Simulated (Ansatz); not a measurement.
Ansatz input file:

```yaml
crystal:
  lattice:
    - [5.2357796246, 0.0, 0.0]
    - [-2.6178898123, 4.5343181635, 0.0]
    - [0.0, 0.0, 8.4833532698]
  atoms:
    - { symbol: Ba, position: [0.0, 0.0, 0.25] }
    - { symbol: Ba, position: [0.0, 0.0, 0.75] }
    - { symbol: Tl, position: [0.3333333333, 0.6666666667, 0.4542936421] }
    - { symbol: Tl, position: [0.6666666667, 0.3333333333, 0.9542936421] }
    - { symbol: Tl, position: [0.6666666667, 0.3333333333, 0.5457063579] }
    - { symbol: Tl, position: [0.3333333333, 0.6666666667, 0.0457063579] }
basis:
  ecutwfc: 500
kpoints:
  mp_grid: { grid: [9, 9, 4] }
hamiltonian:
  xc: r2scan
scf:
  occupations: { method: gaussian, width: 0.1 }
output:
  forces: true
  stress: true
  eigenvalues: true
relax:
  adjacent_minimum: "off"
  f_tol: 0.01
  max_steps: 30
  cell: { stress_tol: 0.1, fix: [volume] }
```

It can be run as
```bash
ansatz run input.yaml --threads 1 --pin off --backend cpu --events-out ev --progress --plain --runs-dir out  # memory cap (--max-ram) not shown
```

Computed with DFT r2SCAN, scalar-relativistic, plane waves, PAW (Ansatz 0.2.0).

Abridged output (iterations and final results):

```
SCF iter   1: F=—  HF=-57766.223989 eV  |F-HF|=—  |Δ(HF+E_count)|=         —  Δρ=7.66e-3  dr2=1.53e-1  dr2_τ=5.30e-2  ethr=1.77e-3  ⟨swp⟩=10.8  Hψ=8514  notcnv=0
SCF iter   2: F=—  HF=-57766.335953 eV  |F-HF|=—  |Δ(HF+E_count)|=   1.12e-1  Δρ=2.85e-3  dr2=3.00e-2  dr2_τ=2.31e-3  ethr=2.13e-4  ⟨swp⟩=2.6  Hψ=3286  notcnv=0  defer=78
SCF iter   3: F=—  HF=-57766.330615 eV  |F-HF|=—  |Δ(HF+E_count)|=   5.34e-3  Δρ=7.55e-4  dr2=2.14e-3  dr2_τ=1.34e-4  ethr=4.17e-5  ⟨swp⟩=2.0  Hψ=2814  notcnv=0  defer=78
SCF iter   4: F=—  HF=-57766.330878 eV  |F-HF|=—  |Δ(HF+E_count)|=   2.64e-4  Δρ=1.92e-4  dr2=1.10e-4  dr2_τ=1.82e-6  ethr=2.97e-6  ⟨swp⟩=2.0  Hψ=2765  notcnv=0  defer=78
SCF iter   5: F=—  HF=-57766.330920 eV  |F-HF|=—  |Δ(HF+E_count)|=   4.15e-5  Δρ=2.60e-5  dr2=1.25e-6  dr2_τ=2.41e-7  ethr=1.53e-7  ⟨swp⟩=2.0  Hψ=2753  notcnv=0  defer=78
SCF iter   6: F=—  HF=-57766.331032 eV  |F-HF|=—  |Δ(HF+E_count)|=   1.12e-4  Δρ=7.64e-6  dr2=1.30e-7  dr2_τ=5.79e-9  ethr=1.39e-10  ⟨swp⟩=11.9  Hψ=7964  notcnv=0
SCF iter   7: F=-57766.331032 eV  HF=-57766.331032 eV  |F-HF|=2.65e-9  |Δ(HF+E_count)|=   4.15e-8  Δρ=1.87e-6  dr2=1.23e-8  dr2_τ=2.98e-10  ethr=1.39e-10  ⟨swp⟩=4.0  Hψ=4634  notcnv=0
SCF 1 converged in 7 iterations: F = -57766.331032 eV  dr2 = 1.23e-8
relax step   1: F+E_penalty+E_count = -57766.33103170 eV  Δ(F+E_penalty+E_count) = +0.000e0 eV  max|allowed force component| = 5.089e-3 eV/Å  Δτ_max = 0.0000 Å  P = +1.050 GPa  Ω = 201.401 Å³  fix = [volume]  reactions: volume +1.050 GPa (7 SCF iters, dr2 threshold 1.00e-7 eV, accepted)
Basis set: ecut = 500 eV, 5167 PW (Γ), exchange–correlation on 160×160×256 points (64 copies of the dense FFT grid, shifted against one another)
Initial density: handed on by an earlier stage of this run
Initial wavefunctions: those handed on with the density
SCF iter   1: F=—  HF=-57766.324544 eV  |F-HF|=—  |Δ(HF+E_count)|=         —  Δρ=3.15e-4  dr2=3.28e-4  dr2_τ=5.56e-3  ethr=5.02e-7  ⟨swp⟩=2.6  Hψ=8633  notcnv=0
SCF iter   2: F=—  HF=-57766.332606 eV  |F-HF|=—  |Δ(HF+E_count)|=   8.06e-3  Δρ=1.90e-4  dr2=5.62e-5  dr2_τ=2.16e-6  ethr=4.55e-7  ⟨swp⟩=2.8  Hψ=2948  notcnv=0
SCF iter   3: F=—  HF=-57766.332730 eV  |F-HF|=—  |Δ(HF+E_count)|=   1.24e-4  Δρ=1.24e-4  dr2=2.36e-5  dr2_τ=6.25e-7  ethr=7.81e-8  ⟨swp⟩=1.3  Hψ=1599  notcnv=0
SCF iter   4: F=—  HF=-57766.332741 eV  |F-HF|=—  |Δ(HF+E_count)|=   1.18e-5  Δρ=2.18e-5  dr2=1.74e-6  dr2_τ=2.46e-8  ethr=3.28e-8  ⟨swp⟩=2.1  Hψ=2759  notcnv=0
SCF iter   5: F=—  HF=-57766.332741 eV  |F-HF|=—  |Δ(HF+E_count)|=   1.03e-7  Δρ=9.48e-6  dr2=3.68e-7  dr2_τ=2.27e-9  ethr=2.41e-9  ⟨swp⟩=2.3  Hψ=2166  notcnv=0
SCF iter   6: F=-57766.332741 eV  HF=-57766.332741 eV  |F-HF|=2.08e-8  |Δ(HF+E_count)|=   4.32e-8  Δρ=4.23e-6  dr2=6.74e-8  dr2_τ=7.78e-10  ethr=2.62e-10  ⟨swp⟩=5.4  Hψ=5564  notcnv=0
SCF 2 converged in 6 iterations: F = -57766.332741 eV  dr2 = 6.74e-8
relax step   2: F+E_penalty+E_count = -57766.33274129 eV  Δ(F+E_penalty+E_count) = -1.710e-3 eV  max|allowed force component| = 1.607e-2 eV/Å  Δτ_max = 0.0049 Å  P = +0.976 GPa  Ω = 201.401 Å³  energy of the carried Pulay correction = -2.470e-6 eV  fix = [volume]  reactions: volume +0.976 GPa (6 SCF iters, dr2 threshold 1.89e-7 eV, accepted)
SCF iter   1: F=—  HF=-57766.327794 eV  |F-HF|=—  |Δ(HF+E_count)|=         —  Δρ=1.82e-4  dr2=3.57e-5  dr2_τ=4.82e-3  ethr=1.33e-7  ⟨swp⟩=3.0  Hψ=8791  notcnv=0
SCF iter   2: F=—  HF=-57766.332866 eV  |F-HF|=—  |Δ(HF+E_count)|=   5.07e-3  Δρ=1.88e-4  dr2=8.70e-5  dr2_τ=9.10e-7  ethr=4.95e-8  ⟨swp⟩=3.0  Hψ=3149  notcnv=0  recentre
SCF iter   3: F=—  HF=-57766.332859 eV  |F-HF|=—  |Δ(HF+E_count)|=   7.41e-6  Δρ=1.32e-4  dr2=4.60e-5  dr2_τ=4.42e-7  ethr=4.95e-8  ⟨swp⟩=2.0  Hψ=1648  notcnv=0
SCF iter   4: F=—  HF=-57766.332862 eV  |F-HF|=—  |Δ(HF+E_count)|=   3.55e-6  Δρ=5.49e-5  dr2=8.90e-6  dr2_τ=7.58e-8  ethr=4.95e-8  ⟨swp⟩=2.9  Hψ=2531  notcnv=0
SCF iter   5: F=—  HF=-57766.332965 eV  |F-HF|=—  |Δ(HF+E_count)|=   1.03e-4  Δρ=1.81e-5  dr2=1.16e-6  dr2_τ=5.66e-9  ethr=1.24e-8  ⟨swp⟩=2.9  Hψ=2606  notcnv=0
SCF iter   6: F=—  HF=-57766.332965 eV  |F-HF|=—  |Δ(HF+E_count)|=   1.62e-7  Δρ=8.77e-6  dr2=2.85e-7  dr2_τ=1.14e-9  ethr=1.61e-9  ⟨swp⟩=2.8  Hψ=2585  notcnv=0
SCF iter   7: F=—  HF=-57766.332965 eV  |F-HF|=—  |Δ(HF+E_count)|=   3.13e-8  Δρ=4.47e-6  dr2=7.31e-8  dr2_τ=2.69e-10  ethr=3.96e-10  ⟨swp⟩=2.6  Hψ=2554  notcnv=0
SCF iter   8: F=-57766.332965 eV  HF=-57766.332965 eV  |F-HF|=3.64e-11  |Δ(HF+E_count)|=   9.86e-9  Δρ=1.61e-7  dr2=7.06e-11  dr2_τ=3.65e-12  ethr=2.24e-11  ⟨swp⟩=3.1  Hψ=6568  notcnv=0
SCF 3 converged in 8 iterations: F = -57766.332965 eV  dr2 = 7.06e-11
relax step   3: F+E_penalty+E_count = -57766.33296520 eV  Δ(F+E_penalty+E_count) = -2.239e-4 eV  max|allowed force component| = 6.461e-3 eV/Å  Δτ_max = 0.0054 Å  P = +0.954 GPa  Ω = 201.401 Å³  energy of the carried Pulay correction = -3.484e-6 eV  fix = [volume]  reactions: volume +0.954 GPa (8 SCF iters, dr2 threshold 1.61e-8 eV, accepted)
Initial wavefunctions: pseudopotential atomic-orbital guess (no wavefunctions were taken with the density)
SCF iter   1: F=—  HF=-57766.332867 eV  |F-HF|=—  |Δ(HF+E_count)|=         —  Δρ=9.16e-6  dr2=4.75e-9  dr2_τ=2.46e-8  ethr=1.68e-7  ⟨swp⟩=3.0  Hψ=12840  notcnv=0
SCF iter   2: F=—  HF=-57766.332972 eV  |F-HF|=—  |Δ(HF+E_count)|=   1.05e-4  Δρ=4.62e-6  dr2=1.19e-9  dr2_τ=1.26e-8  ethr=6.60e-12  ⟨swp⟩=3.3  Hψ=3907  notcnv=0
SCF iter   3: F=-57766.332972 eV  HF=-57766.332972 eV  |F-HF|=4.73e-10  |Δ(HF+E_count)|=   4.44e-7  Δρ=1.88e-7  dr2=1.84e-11  dr2_τ=3.23e-11  ethr=1.00e-12  ⟨swp⟩=5.2  Hψ=7323  notcnv=0
SCF 4 converged in 3 iterations: F = -57766.332972 eV  dr2 = 1.84e-11
SCF converged after 3 iterations
Free energy (F): -57766.332972 eV
Harris-Foulkes:  -57766.332972 eV  (|F-HF|=4.73e-10)
Internal energy: -57766.328911 eV  (E = F + TS)
E sigma→0 (E₀):  -57766.330942 eV
Entropy (-TS):   -0.004061 eV (-0.677 meV/atom)
Fermi energy:    9.781530 eV
--- Per-component energies (eV) ---
  E_band       = -124.627386
  E_kinetic    = 1682.192107
  E_local      = -4591.030046  (includes V_loc(G=0)·N_el)
  E_nonlocal   = 1378.048796
  E_hartree    = 1732.887314
  E_xc         = -1186.969547
  E_vxc        = -922.014423  (∫ρ·V_xc dr)
  E_paw        = -51277.816841  (= ΣΔE_a)
  E_vpaw       = -1200.977234  (= ΣTr[D̂ρ^β])
  E_aug_tail   = 0.000069  (compensation charges beyond the density's cutoff)
  E_vtau       = 63.378695  (kinetic-family band-sum trace: ∫τ·v_τ [+ j·A + Jᵃ·Aᵃ] dr)
  E_ewald      = -5507.940640
  E_core_change = 4.299876  (= ΣΔE_core)
  E_smearing   = -0.004061  (= −TS)
--- Forces (eV/Å), atoms counted from 1 ---
  atom   1  Ba     0.00000000     0.00000000     0.00000000
  atom   2  Ba     0.00000000     0.00000000     0.00000000
  atom   3  Tl     0.00000000     0.00000000     0.00646486
  atom   4  Tl     0.00000000     0.00000000     0.00646486
  atom   5  Tl     0.00000000     0.00000000    -0.00646486
  atom   6  Tl     0.00000000     0.00000000    -0.00646486
--- Stress (GPa, compression-positive) ---
        0.947523       0.000000       0.000000
        0.000000       0.947523       0.000000
        0.000000       0.000000       0.967866
  P = ⅓ Tr σ = 0.9543 GPa (9.543 kbar)
--- Band table (eV; the first three rows and the last of 36) ---
  k-point 0: bands = ["-19.5441", "-19.5115", "-4.8145", "-4.4621", "-4.4621", "-4.4016", "-4.4016", "-4.2642", "-2.4755", "-2.4755", "-2.4625", "-2.4510", "-2.4510", "-2.4116", "-2.4116", "-2.3718", "-2.3718", "-2.2567", "-2.1763", "-2.0151", "-2.0151", "-2.0125", "-2.0125", "-1.9512", "-1.9512", "-1.9489", "-1.9489", "-1.9408", "0.6484", "2.1635", "4.8475", "7.4213", "8.5697", "8.6580", "8.6580", "10.0627", "10.4101", "10.4101", "10.7269", "10.7269", "11.6533", "11.6533", "12.0840", "12.3791"]
  k-point 1: bands = ["-19.5394", "-19.5163", "-4.7412", "-4.4533", "-4.4533", "-4.4105", "-4.4105", "-4.3534", "-2.4785", "-2.4785", "-2.4396", "-2.4344", "-2.4344", "-2.4289", "-2.4289", "-2.3716", "-2.3716", "-2.3093", "-2.1187", "-2.0107", "-2.0107", "-1.9966", "-1.9966", "-1.9672", "-1.9601", "-1.9601", "-1.9568", "-1.9568", "0.8150", "1.8381", "5.2969", "7.0303", "8.7934", "8.8124", "8.8124", "9.9185", "9.9185", "10.0844", "10.8997", "10.8997", "11.8675", "11.8675", "11.8860", "12.5915"]
  k-point 2: bands = ["-19.5279", "-19.5279", "-4.5551", "-4.5551", "-4.4320", "-4.4320", "-4.4320", "-4.4320", "-2.4653", "-2.4653", "-2.4653", "-2.4653", "-2.3933", "-2.3933", "-2.3933", "-2.3933", "-2.3818", "-2.3818", "-2.0350", "-2.0350", "-1.9862", "-1.9862", "-1.9862", "-1.9862", "-1.9741", "-1.9741", "-1.9741", "-1.9741", "1.2625", "1.2625", "6.1905", "6.1905", "9.2574", "9.2574", "9.2574", "9.2574", "9.4396", "9.4396", "11.3809", "11.3809", "11.3809", "11.3809", "12.4822", "12.4822"]
  k-point 35: bands = ["-19.5232", "-19.5232", "-4.5201", "-4.5201", "-4.4942", "-4.4942", "-4.4884", "-4.4884", "-2.6245", "-2.6245", "-2.4994", "-2.4994", "-2.4290", "-2.4290", "-2.2954", "-2.2954", "-2.2324", "-2.2324", "-2.2026", "-2.2026", "-2.0897", "-2.0897", "-2.0383", "-2.0383", "-1.8910", "-1.8910", "-1.7844", "-1.7844", "2.8578", "2.8578", "3.4633", "3.4633", "7.9637", "7.9637", "8.9690", "8.9690", "10.7797", "10.7797", "12.3515", "12.3515", "12.4906", "12.4906", "13.2465", "13.2465"]
--- Relaxed structure (3 steps of the walk, 3 accepted, 1 SCFs on fresh bases) ---
  F+E_penalty+E_count = -57766.33297196 eV   max|allowed force component| = 6.465e-3 eV/Å   (the final SCF, on the basis selected at the relaxed cell)
  cell:  # Å, volume = 201.4007 Å³
    - [5.25645846, 0.0, 0.0]
    - [-2.62822923, 4.55222656, 0.0]
    - [0.0, 0.0, 8.41673775]
  atoms:
    - { symbol: Ba, position: [0.0, 0.0, 0.25] }
    - { symbol: Ba, position: [0.0, 0.0, 0.75] }
    - { symbol: Tl, position: [0.33333333, 0.66666666, 0.45423532] }
    - { symbol: Tl, position: [0.66666666, 0.33333333, 0.95423532] }
    - { symbol: Tl, position: [0.66666666, 0.33333333, 0.54576467] }
    - { symbol: Tl, position: [0.33333333, 0.66666666, 0.04576467] }
```

The relaxation met its thresholds.

Spin–orbit coupling is left out, which can shift energies with elements as heavy as these.